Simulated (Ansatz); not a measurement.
An Ansatz (a program for electronic structure) run. Input:

Ansatz 0.2 input:
```yaml
crystal:
  lattice:
    - [3.8709144715, 0.0, 0.0]
    - [-1.9354572357, 3.3523102682, 0.0]
    - [0.0, 0.0, 4.8132510747]
  atoms:
    - { symbol: Ca, position: [0.0, 0.0, 0.0] }
    - { symbol: Si, position: [0.3333333333, 0.6666666667, 0.4136460936] }
    - { symbol: Si, position: [0.6666666667, 0.3333333333, 0.5863539064] }
kpoints:
  mp_grid: { grid: [12, 12, 9] }
basis: { xc_grid: 2, fft_grid_basis: typed }
hamiltonian:
  xc: pbesol
  pseudopotentials: { kind: paw }
scf:
  occupations: { method: gaussian, width: 0.05 }
checkpoint: { read: metal.run }
output: { write_density: true, elf: true, volumetric_format: npy }
```

Output (shortened):

```
Pseudopotential: Ca, paw, valence charge 10
Pseudopotential: Si, paw, valence charge 4
Functional definition: PBEsol
Crystal: 3 atoms, lattice volume = 62.459 Å³
Basis set: ecut = 420 eV, 1241 PW (Γ), exchange–correlation on 54×54×72 points (8 copies of the dense FFT grid, shifted against one another)
Bands: 17, of which v1, the nominal top of the filled ones, is band 9 counted from 1 (8 counted from 0)
Symmetry: 12 space group operations
Space group: P-3m1 (ITA 164), of the structure as read, at distance tolerance 4.0e-5 Å
k-points: 143 of 1296
Stability of the state it starts from, as read at its close in the unpolarized treatment …
iter 1 solved again at ethr=1.02e-6 eV; its pass at ethr=3.10e-3 eV (dr2=1.83e-4 eV) is discarded
SCF iter   1: F=—  HF=-3037.946657 eV  |F-HF|=—  |Δ(HF+E_count)|=         —  Δρ=6.01e-7  dr2=1.77e-10  ethr=1.02e-6  ⟨swp⟩=2.6  Hψ=22243  notcnv=0
preconditioner: auto → none
SCF iter   2: F=—  HF=-3037.946658 eV  |F-HF|=—  |Δ(HF+E_count)|=   5.56e-7  Δρ=3.72e-7  dr2=1.40e-10  ethr=1.00e-12  ⟨swp⟩=6.5  Hψ=10977  notcnv=0
SCF iter   3: F=-3037.946658 eV  HF=-3037.946658 eV  |F-HF|=1.46e-11  |Δ(HF+E_count)|=  3.46e-11  Δρ=2.25e-7  dr2=3.68e-11  ethr=1.00e-12  ⟨swp⟩=1.0  Hψ=5435  notcnv=0
SCF 1 converged in 3 iterations: F = -3037.946658 eV  dr2 = 3.68e-11
SCF converged after 3 iterations
Free energy (F): -3037.946658 eV
Harris-Foulkes:  -3037.946658 eV  (|F-HF|=1.46e-11)
Internal energy: -3037.945769 eV  (E = F + TS)
E sigma→0 (E₀):  -3037.946213 eV
Entropy (-TS):   -0.000889 eV (-0.296 meV/atom)
Fermi energy:    8.251732 eV
--- Per-component energies (eV) ---
  E_band       = -114.678353
  E_kinetic    = 359.675982
  E_local      = -793.224868  (includes V_loc(G=0)·N_el)
  E_nonlocal   = 116.764435
  E_hartree    = 268.432777
  E_xc         = -246.093000
  E_vxc        = -265.172160  (∫ρ·V_xc dr)
  E_paw        = -1834.491919  (= ΣΔE_a)
  E_vpaw       = -69.587308  (= ΣTr[D̂ρ^β])
  E_aug_tail   = 0.000007  (compensation charges beyond the density's cutoff)
  E_ewald      = -909.191099
  E_core_change = 0.181916  (= ΣΔE_core)
  E_smearing   = -0.000889  (= −TS)
  E_closure    = 0.000000  (closes the sum)
  Σ components = -3037.946658   (vs F -3037.946658, Δ=0.00e0)
  [band-id]    e_kinetic+e_local+e_nonlocal+2·e_hartree+e_vxc+e_vpaw+e_augmentation_tail = -114.678357   (vs E_band -114.678353, Δ=-4.13e-6)
--- Band table (eV; the first three rows and the last of 143) ---
  k-point 0: bands = ["-32.6518", "-13.8747", "-13.6902", "-13.6902", "-3.4898", "4.2283", "6.2551", "6.5880", "6.5880", "9.4363", "10.2697", "10.2697", "11.5407", "11.5407", "11.6321", "11.8817", "11.8817"]
  k-point 1: bands = ["-32.6517", "-13.8777", "-13.6901", "-13.6901", "-3.4494", "3.8176", "6.6217", "6.6217", "6.7606", "9.4665", "10.0039", "10.0039", "11.6333", "11.6333", "11.6806", "11.9889", "11.9889"]
  k-point 2: bands = ["-32.6516", "-13.8851", "-13.6898", "-13.6898", "-3.3423", "3.1204", "6.7131", "6.7131", "7.7439", "9.5479", "9.5782", "9.5782", "11.2509", "11.2509", "11.7155", "12.7464", "12.7464"]
  k-point 142: bands = ["-32.6378", "-13.8569", "-13.7900", "-13.7900", "-0.0665", "-0.0665", "3.2988", "5.6487", "5.6487", "9.0251", "11.3930", "11.3930", "12.4878", "12.6884", "12.6884", "13.6190", "14.3791"]
```

Cost: very roughly 6 core-seconds on shared cores.

The workflow started from an entry of the Crystallography Open Database (COD). Its standing as an ambient phase is unchecked. Symmetry was held in the PBEsol relaxation; whether a distortion lowers the energy is not shown.

Potentials: the later of the program's two PAW sets.

Ansatz is a plane-wave DFT program.
